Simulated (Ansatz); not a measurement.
Run on SnTe (rocksalt type): DFT, PBE, norm-conserving pseudopotentials, Ansatz's default files, scalar-relativistic (Ansatz 0.2.0). This run: the series' base cell.

The cell comes from a relaxation on PAW files under the same functional, begun from a prototype that needn't be the stable phase.

Command: `ansatz run input.yaml --threads 1 --pin off --max-ram 2048MiB --backend cpu --events-out ev --progress --plain --runs-dir out` It took 33 s on 1 thread of Arm Neoverse V1 (shared host), peak memory 0.54 GiB.

```yaml
crystal:
  lattice:
    - [0.0, 3.2040737685, 3.2040737685]
    - [3.2040737685, 0.0, 3.2040737685]
    - [3.2040737685, 3.2040737685, 0.0]
  atoms:
    - { symbol: Sn, position: [0.0, 0.0, 0.0] }
    - { symbol: Te, position: [0.5, 0.5, 0.5] }
kpoints:
  mp_grid: { grid: [13, 13, 13] }
scf:
  occupations: { method: fermi_dirac, width: 0.1 }
hamiltonian:
  xc: pbe
  pseudopotentials: { kind: nc }
output:
  forces: true
  stress: true
  eigenvalues: true
```

Output:

```
Engine: ansatz 0.2.0
Pseudopotentials: kind: nc
Pseudopotential: Sn, nc, valence charge 14, recommended cutoff 979.609905 eV (normal), Sn.nc.azcp
Pseudopotential: Te, nc, valence charge 16, recommended cutoff 1120 eV (normal), Te.nc.azcp
Functional definition: PBE
  parameter kappa = 0.804
  parameter beta = 0.06672455060314922
  exchange = pbe_x(kappa = kappa, mu = beta*pi^2/3)
  correlation = pbe_c(beta = beta)
Crystal: 2 atoms, lattice volume = 65.787 Å³
Basis set: ecut = 1120 eV, 5601 PW (Γ), exchange–correlation on 100×100×100 points (8 copies of the dense FFT grid, shifted against one another)
Bands: 19, of which v1, the nominal top of the filled ones, is band 15 counted from 1 (14 counted from 0)
Symmetry: 48 space group operations
Space group: Fm-3m (ITA 225), of the structure as read, at distance tolerance 4.0e-5 Å
k-points: 84 of 2197
Non-local potential: Sn, projectors of the file, l = 0: 3, l = 1: 3, l = 2: 2, l = 3: 2
Non-local potential: Te, projectors of the file, l = 0: 3, l = 1: 3, l = 2: 2, l = 3: 2
Initial density: superposition of atomic densities (chi_scale 0.1, normalization cell, long waves kept (reshape's long-wave potential 0.00 eV rms))
Initial wavefunctions: pseudopotential atomic-orbital guess
Functional: x = pbe(κ = 0.804, μ = 0.2195149727645171), c = pbe(β = 0.06672455060314922)
SCF iter   1: F=—  HF=-5172.040873 eV  |F-HF|=—  |Δ(HF+E_count)|=         —  Δρ=1.21e-2  dr2=1.07e-1  ethr=3.10e-3  ⟨swp⟩=9.6  Hψ=10974  notcnv=0
preconditioner: auto → none  [insulator: Δε(μ)=0.362 eV  Ē_g=8.453 eV  σ=0.100 eV  W_gap=0.70  n_scr=14 (ndim 8)  ℏωp=14.5 eV  f_vac=0.000  D(μ)=0.06/eV (n_scr^D=0)  ε∞_Penn≈3.9]
SCF iter   2: F=—  HF=-5172.030534 eV  |F-HF|=—  |Δ(HF+E_count)|=   1.03e-2  Δρ=5.51e-3  dr2=1.67e-2  ethr=3.57e-4  ⟨swp⟩=3.4  Hψ=3298  notcnv=0
SCF iter   3: F=—  HF=-5172.033288 eV  |F-HF|=—  |Δ(HF+E_count)|=   2.75e-3  Δρ=2.39e-3  dr2=5.13e-3  ethr=5.56e-5  ⟨swp⟩=3.0  Hψ=3469  notcnv=0
SCF iter   4: F=—  HF=-5172.032781 eV  |F-HF|=—  |Δ(HF+E_count)|=   5.07e-4  Δρ=5.89e-4  dr2=1.43e-4  ethr=1.71e-5  ⟨swp⟩=3.0  Hψ=2556  notcnv=0
SCF iter   5: F=—  HF=-5172.032776 eV  |F-HF|=—  |Δ(HF+E_count)|=   5.04e-6  Δρ=5.28e-5  dr2=4.34e-6  ethr=4.77e-7  ⟨swp⟩=3.9  Hψ=2927  notcnv=0
SCF iter   6: F=—  HF=-5172.032738 eV  |F-HF|=—  |Δ(HF+E_count)|=   3.75e-5  Δρ=9.66e-6  dr2=4.40e-8  ethr=3.33e-10  ⟨swp⟩=10.6  Hψ=13304  notcnv=0
SCF iter   7: F=-5172.032738 eV  HF=-5172.032738 eV  |F-HF|=7.98e-10  |Δ(HF+E_count)|=   3.99e-8  Δρ=2.23e-6  dr2=2.05e-9  ethr=1.47e-10  ⟨swp⟩=5.1  Hψ=6680  notcnv=0
SCF 1 converged in 7 iterations: F = -5172.032738 eV  dr2 = 2.05e-9
SCF converged after 7 iterations
Free energy (F): -5172.032738 eV
Harris-Foulkes:  -5172.032738 eV  (|F-HF|=7.98e-10)
Internal energy: -5172.029537 eV  (E = F + TS)
E sigma→0 (E₀):  -5172.031137 eV
Entropy (-TS):   -0.003201 eV (-1.601 meV/atom)
Fermi energy:    9.032172 eV
--- Per-component energies (eV) ---
  E_band       = -369.233616
  E_kinetic    = 3098.241308
  E_local      = -3209.511325  (includes V_loc(G=0)·N_el)
  E_nonlocal   = -2089.456343
  E_hartree    = 1308.273177
  E_xc         = -1402.681973
  E_vxc        = -785.055412  (∫ρ·V_xc dr)
  E_ewald      = -2876.894381
  E_smearing   = -0.003201  (= −TS)
  E_closure    = 0.000000  (closes the sum)
  Σ components = -5172.032738   (vs F -5172.032738, Δ=0.00e0)
--- Forces (eV/Å), atoms counted from 1 ---
  atom   1  Sn    -0.00000000     0.00000000     0.00000000
  atom   2  Te     0.00000000    -0.00000000     0.00000000
  max |Σ_I F_I| component: 1.04e-27 eV/Å
--- Stress (GPa, compression-positive) ---
        0.029419      -0.000000       0.000000
        0.000000       0.029419       0.000000
        0.000000       0.000000       0.029419
  P = ⅓ Tr σ = 0.0294 GPa (0.294 kbar)
--- Band table (eV; the first three rows and the last of 84) ---
  k-point 0: bands = ["-27.8768", "-27.8768", "-27.8745", "-27.8745", "-27.8745", "-12.8406", "-12.8406", "-12.8396", "-12.8396", "-12.8396", "-3.3914", "4.1828", "7.0440", "7.0440", "7.0440", "12.2971", "12.2971", "12.2971", "13.9137"]
  k-point 1: bands = ["-27.8768", "-27.8768", "-27.8745", "-27.8745", "-27.8745", "-12.8408", "-12.8408", "-12.8395", "-12.8393", "-12.8393", "-3.3450", "3.9366", "7.0524", "7.0524", "7.2186", "12.0259", "12.0259", "12.0311", "13.8652"]
  k-point 2: bands = ["-27.8767", "-27.8767", "-27.8745", "-27.8744", "-27.8744", "-12.8416", "-12.8416", "-12.8393", "-12.8384", "-12.8384", "-3.2090", "3.3524", "7.0800", "7.0800", "7.5928", "11.4359", "11.4359", "11.4469", "13.8770"]
  k-point 83: bands = ["-27.8769", "-27.8764", "-27.8742", "-27.8741", "-27.8736", "-12.8499", "-12.8410", "-12.8376", "-12.8362", "-12.8313", "-1.9153", "1.8144", "4.5506", "4.6533", "8.1500", "9.9706", "13.4182", "13.7730", "14.6998"]
```

Next run (volume at 0.55 of the series' base cell), as changes to the input before:

```diff
   lattice:
-    - [0.0, 3.2040737685, 3.2040737685]
-    - [3.2040737685, 0.0, 3.2040737685]
-    - [3.2040737685, 3.2040737685, 0.0]
+    - [0.0, 2.6251657911, 2.6251657911]
+    - [2.6251657911, 0.0, 2.6251657911]
+    - [2.6251657911, 2.6251657911, 0.0]
   atoms:
```

Results part of the output:

```
SCF 1 converged in 8 iterations: F = -5167.154499 eV  dr2 = 7.85e-10
SCF converged after 8 iterations
Free energy (F): -5167.154499 eV
Harris-Foulkes:  -5167.154499 eV  (|F-HF|=6.38e-10)
Internal energy: -5167.134158 eV  (E = F + TS)
E sigma→0 (E₀):  -5167.144329 eV
Entropy (-TS):   -0.020341 eV (-10.170 meV/atom)
Fermi energy:    20.635208 eV
--- Per-component energies (eV) ---
  E_band       = -78.157422
  E_kinetic    = 3135.288244
  E_local      = -2243.991177  (includes V_loc(G=0)·N_el)
  E_nonlocal   = -2096.336908
  E_hartree    = 964.020859
  E_xc         = -1414.801014
  E_vxc        = -801.159472  (∫ρ·V_xc dr)
  E_ewald      = -3511.314162
  E_smearing   = -0.020341  (= −TS)
  E_closure    = -0.000000  (closes the sum)
  Σ components = -5167.154499   (vs F -5167.154499, Δ=0.00e0)
--- Forces (eV/Å), atoms counted from 1 ---
  atom   1  Sn    -0.00000000     0.00000000    -0.00000000
  atom   2  Te     0.00000000     0.00000000     0.00000000
  max |Σ_I F_I| component: 4.33e-28 eV/Å
--- Stress (GPa, compression-positive) ---
       91.733898      -0.000000      -0.000000
        0.000000      91.733898       0.000000
        0.000000      -0.000000      91.733898
  P = ⅓ Tr σ = 91.7339 GPa (917.339 kbar)
--- Band table (eV; the first three rows and the last of 84) ---
  k-point 0: bands = ["-18.3471", "-18.3471", "-18.3110", "-18.3110", "-18.3110", "-2.3077", "-2.3077", "-2.2621", "-2.2621", "-2.2621", "2.3935", "16.9773", "16.9773", "16.9773", "19.7777", "24.4594", "24.4594", "24.4594", "25.1135"]
  k-point 1: bands = ["-18.3466", "-18.3466", "-18.3108", "-18.3104", "-18.3104", "-2.3126", "-2.3126", "-2.2626", "-2.2596", "-2.2596", "2.4905", "16.0260", "16.9885", "16.9885", "20.4769", "23.8106", "24.3505", "24.3505", "24.8227"]
  k-point 2: bands = ["-18.3453", "-18.3453", "-18.3100", "-18.3088", "-18.3088", "-2.3274", "-2.3274", "-2.2643", "-2.2515", "-2.2515", "2.7804", "14.3247", "17.0304", "17.0304", "21.1428", "23.3491", "23.3491", "23.6071", "24.5911"]
  k-point 83: bands = ["-18.3474", "-18.3374", "-18.3060", "-18.3030", "-18.2928", "-2.5101", "-2.3460", "-2.2525", "-2.2359", "-2.1701", "7.0962", "10.3450", "11.8457", "11.8600", "20.2635", "21.9327", "24.0546", "25.2871", "30.2005"]
```

Spin–orbit coupling is left out, which matters for the heavy atoms. The norm-conserving files are those that the library serves for this functional.
